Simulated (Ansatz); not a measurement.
Input and command of a calculation in Ansatz (plane waves; scalar-relativistic PAW potentials unless the input names others):

```yaml
crystal:
  lattice:
    - [3.7440133664, 0.0, 0.0]
    - [0.0, 3.7440133664, 0.0]
    - [0.0, 0.0, 3.7440133664]
  atoms:
    - { symbol: Cr, position: [0.0, 0.5, 0.5] }
    - { symbol: Cr, position: [0.5, 0.0, 0.5] }
    - { symbol: Cr, position: [0.5, 0.5, 0.0] }
    - { symbol: W, position: [0.0, 0.0, 0.0] }
basis:
  ecutwfc: 420
  ecutrho_ratio: 2
kpoints:
  mp_grid: { grid: [12, 12, 12] }
hamiltonian:
  xc: pbe
scf:
  occupations: { method: gaussian, width: 0.1 }
  max_iter: 80
output:
  forces: true
  eigenvalues: true
  stress: true
relax:
  adjacent_minimum: "off"
  f_tol: 0.01
  max_steps: 80
  cell: { stress_tol: 0.05 }
```

```bash
ansatz run input.yaml --threads 1 --pin off --max-ram 2560MiB --backend cpu --events-out ev --progress --plain --runs-dir out
```

Abridged log:
```
Warning: basis.ecutrho_ratio = 2 (ecutrho = 840 eV) is below the records' recommended 1680 eV
settings of this run that can trade accuracy for cost: basis.ecutrho_ratio < 4. Do not mix this run's numbers with those of runs without the same settings; the input reference describes each key
The last accepted step is kept in <dir> (removed where the run ends without a failure and the disk answers)
Pseudopotentials: kind: paw
Pseudopotential: Cr, paw, valence charge 14, recommended cutoff 420 eV (normal)
Pseudopotential: W, paw, valence charge 14, recommended cutoff 420 eV (normal)
Functional definition: PBE
Crystal: 4 atoms, lattice volume = 52.482 Å³
Basis set: ecut = 420 eV, 1021 PW (Γ), exchange–correlation on 48×48×48 points (8 copies of the dense FFT grid, shifted against one another)
Bands: 34, of which v1, the nominal top of the filled ones, is band 28 counted from 1 (27 counted from 0)
Symmetry: 48 space group operations
Space group: Pm-3m (ITA 221), of the structure as read, at distance tolerance 3.7e-5 Å
k-points: 84 of 1728
Initial density: superposition of atomic densities (neutral atoms: chi_scale 0, normalization atom), corrected by the library's trained network
Initial wavefunctions: pseudopotential atomic-orbital guess
Functional: x = pbe(κ = 0.804, μ = 0.21951497), c = pbe(β = 0.06672455)
SCF iter   1: F=—  HF=-20516.255263 eV  |F-HF|=—  |Δ(HF+E_count)|=         —  Δρ=6.58e-3  dr2=1.81e-2  ethr=1.77e-3  ⟨swp⟩=4.2  Hψ=9474  notcnv=0
SCF iter   2: F=—  HF=-20516.253509 eV  |F-HF|=—  |Δ(HF+E_count)|=   1.75e-3  Δρ=2.36e-3  dr2=2.42e-3  ethr=3.23e-5  ⟨swp⟩=2.0  Hψ=4286  notcnv=0
SCF iter   3: F=—  HF=-20516.253181 eV  |F-HF|=—  |Δ(HF+E_count)|=   3.28e-4  Δρ=1.12e-3  dr2=5.84e-4  ethr=4.31e-6  ⟨swp⟩=1.6  Hψ=2931  notcnv=0
SCF iter   4: F=—  HF=-20516.253087 eV  |F-HF|=—  |Δ(HF+E_count)|=   9.40e-5  Δρ=2.35e-4  dr2=3.15e-5  ethr=1.04e-6  ⟨swp⟩=2.0  Hψ=3740  notcnv=0
SCF iter   5: F=—  HF=-20516.253091 eV  |F-HF|=—  |Δ(HF+E_count)|=   4.05e-6  Δρ=4.01e-5  dr2=9.28e-7  ethr=5.63e-8  ⟨swp⟩=2.0  Hψ=3654  notcnv=0
SCF iter   6: F=—  HF=-20516.253091 eV  |F-HF|=—  |Δ(HF+E_count)|=   1.53e-7  Δρ=2.29e-5  dr2=2.15e-7  ethr=1.79e-10  ⟨swp⟩=6.8  Hψ=10777  notcnv=0
SCF iter   7: F=-20516.253091 eV  HF=-20516.253091 eV  |F-HF|=2.90e-8  |Δ(HF+E_count)|=   2.29e-8  Δρ=7.88e-6  dr2=2.71e-8  ethr=1.79e-10  ⟨swp⟩=4.0  Hψ=8370  notcnv=0
SCF 1 converged in 7 iterations: F = -20516.253091 eV  dr2 = 2.71e-8
relax step   1: F+E_penalty+E_count = -20516.25309106 eV  Δ(F+E_penalty+E_count) = +0.000e0 eV  max|allowed force component| = 2.804e-26 eV/Å  Δτ_max = 0.0000 Å  P = -0.287 GPa  Ω = 52.482 Å³  (7 SCF iters, dr2 threshold 1.00e-7 eV, accepted)
Crystal: 4 atoms, lattice volume = 52.398 Å³
Initial density: handed on by an earlier stage of this run
Initial wavefunctions: those handed on with the density
SCF iter   1: F=—  HF=-20516.253173 eV  |F-HF|=—  |Δ(HF+E_count)|=         —  Δρ=2.97e-4  dr2=6.32e-5  ethr=1.05e-7  ⟨swp⟩=2.2  Hψ=13232  notcnv=0
   ...
SCF iter   1: F=—  HF=-20516.253123 eV  |F-HF|=—  |Δ(HF+E_count)|=         —  Δρ=3.80e-6  dr2=1.69e-9  ethr=4.60e-8  ⟨swp⟩=3.4  Hψ=16547  notcnv=0
SCF iter   2: F=—  HF=-20516.253128 eV  |F-HF|=—  |Δ(HF+E_count)|=   5.00e-6  Δρ=1.59e-6  dr2=2.15e-10  ethr=3.02e-12  ⟨swp⟩=3.4  Hψ=6619  notcnv=0
SCF iter   3: F=—  HF=-20516.253128 eV  |F-HF|=—  |Δ(HF+E_count)|=  2.00e-10  Δρ=8.27e-7  dr2=4.24e-11  ethr=1.00e-12  ⟨swp⟩=1.0  Hψ=2856  notcnv=0
SCF iter   4: F=-20516.253128 eV  HF=-20516.253128 eV  |F-HF|=7.28e-12  |Δ(HF+E_count)|=  8.73e-11  Δρ=3.01e-7  dr2=1.38e-11  ethr=1.00e-12  ⟨swp⟩=1.0  Hψ=2856  notcnv=0
SCF iter   5: F=-20516.253128 eV  HF=-20516.253128 eV  |F-HF|=3.64e-12  |Δ(HF+E_count)|=    0.00e0  Δρ=6.12e-8  dr2=4.70e-13  ethr=1.00e-12  ⟨swp⟩=1.0  Hψ=2856  notcnv=0
SCF iter   6: F=-20516.253128 eV  HF=-20516.253128 eV  |F-HF|=3.64e-12  |Δ(HF+E_count)|=  3.64e-12  Δρ=2.10e-8  dr2=8.07e-14  ethr=1.00e-12  ⟨swp⟩=1.0  Hψ=2856  notcnv=0
SCF iter   7: F=-20516.253128 eV  HF=-20516.253128 eV  |F-HF|=0.00e0  |Δ(HF+E_count)|=  3.64e-12  Δρ=7.16e-9  dr2=9.83e-15  ethr=1.00e-12  ⟨swp⟩=1.0  Hψ=2856  notcnv=0
SCF iter   8: F=-20516.253128 eV  HF=-20516.253128 eV  |F-HF|=3.64e-12  |Δ(HF+E_count)|=  3.64e-12  Δρ=1.89e-9  dr2=4.91e-16  ethr=1.00e-12  ⟨swp⟩=1.0  Hψ=6048  notcnv=0
SCF 4 converged in 8 iterations: F = -20516.253128 eV  dr2 = 4.91e-16
SCF converged after 8 iterations
Free energy (F): -20516.253128 eV
Harris-Foulkes:  -20516.253128 eV  (|F-HF|=3.64e-12)
Internal energy: -20516.215650 eV  (E = F + TS)
E sigma→0 (E₀):  -20516.234389 eV
Entropy (-TS):   -0.037477 eV (-9.369 meV/atom)
Fermi energy:    19.247546 eV
--- Forces (eV/Å), atoms counted from 1 ---
  atom   1  Cr     0.00000000     0.00000000     0.00000000
  atom   2  Cr     0.00000000     0.00000000     0.00000000
  atom   3  Cr     0.00000000     0.00000000     0.00000000
  atom   4  W      0.00000000     0.00000000     0.00000000
--- Stress (GPa, compression-positive) ---
       -0.000523       0.000000       0.000000
        0.000000      -0.000523       0.000000
        0.000000       0.000000      -0.000523
  P = ⅓ Tr σ = -0.0005 GPa (-0.005 kbar)
--- Relaxed structure (3 steps of the walk, 3 accepted, 1 SCFs on fresh bases) ---
  F+E_penalty+E_count = -20516.25312780 eV   max|allowed force component| = 1.307e-28 eV/Å   (the final SCF, on the basis selected at the relaxed cell)
  cell:  # Å, volume = 52.4211 Å³
    - [3.74255978, 0.0, 0.0]
    - [0.0, 3.74255978, 0.0]
    - [0.0, 0.0, 3.74255978]
  atoms:
    - { symbol: Cr, position: [0.0, 0.5, 0.5] }
    - { symbol: Cr, position: [0.5, 0.0, 0.5] }
    - { symbol: Cr, position: [0.5, 0.5, 0.0] }
    - { symbol: W, position: [0.0, 0.0, 0.0] }
settings of this run that can trade accuracy for cost: basis.ecutrho_ratio < 4. Do not mix this run's numbers with those of runs without the same settings; the input reference describes each key
```

One setting here is unusual or wrong in general: a density cutoff too low for products of the waves, which reach up to 4 times the waves' cutoff (basis.ecutrho_ratio: not typed → 2). For this cell it did little harm to the result: the run converged in 27 SCF iterations over all its steps (reference: 27) with an energy at zero smearing 0.04 meV/atom below the reference's, a relaxed volume of 13.11 Å³/atom, pressure 0.00 GPa, largest force 0.000 eV/Å, no gap on the mesh. A reference run from the same start on usual settings converged, and the end of its own relaxation has a relaxed volume of 13.11 Å³/atom, pressure 0.00 GPa, largest force 0.000 eV/Å, no gap on the mesh.

Time: 64 s on 1 thread of Arm Neoverse V1, on a shared host, peak memory 0.43 GiB.